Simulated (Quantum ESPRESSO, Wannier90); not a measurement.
Wannier functions of GaN (wurtzite)

```
CELL_PARAMETERS angstrom
      3.18893     0.00000     0.00000
     -1.59446     2.76169     0.00000
      0.00000     0.00000     5.19236
ATOMIC_POSITIONS crystal
  Ga 0.66667 0.33333 0.49908
  Ga 0.33333 0.66667 0.99908
  N  0.66667 0.33333 0.87592
  N  0.33333 0.66667 0.37592
```

Structure: Materials Project mp-804, symmetrised, not relaxed again. COD (Crystallography Open Database) has the formula in 2 space groups, this one among them (matched by group alone). Computed values, not measurements, from PBE: Quantum ESPRESSO (norm-conserving PseudoDojo potentials, cutoff 68 Ry, no spin polarisation, no spin-orbit coupling) on a Γ-centred 6×6×4 mesh, then Wannier90. Density: 12×12×6 mesh, cold smearing 0.01 Ry.

Functional, cutoff and mesh named above are those of the base row (1); the first column says what each row takes instead. Model: 8 functions from bands 1-2,13-18, start SCDM (isolated) (the valence bands). Energies are relative to the valence-band maximum; the misfit is to pw.x on a path, for all bands of the set. The lattice is scaled uniformly, fractional positions fixed. Ω_total can sit in another minimum from row to row; Ω_I of an isolated set cannot.

```
scale  Ω_I (Å²)  Ω_total (Å²)  rms misfit (meV)  gap (eV)  bottom of band 1 (eV)
-----  --------  ------------  ----------------  --------  ---------------------
0.96      11.46         11.80               7.6      2.77                 -17.06
0.98      11.85         12.18               8.0      2.35                 -16.47
1         12.38         12.69               9.1      1.94                 -15.94
1.02      13.05         13.35                11      1.54                 -15.46
1.04      13.87         14.18                13      1.15                 -15.02
```
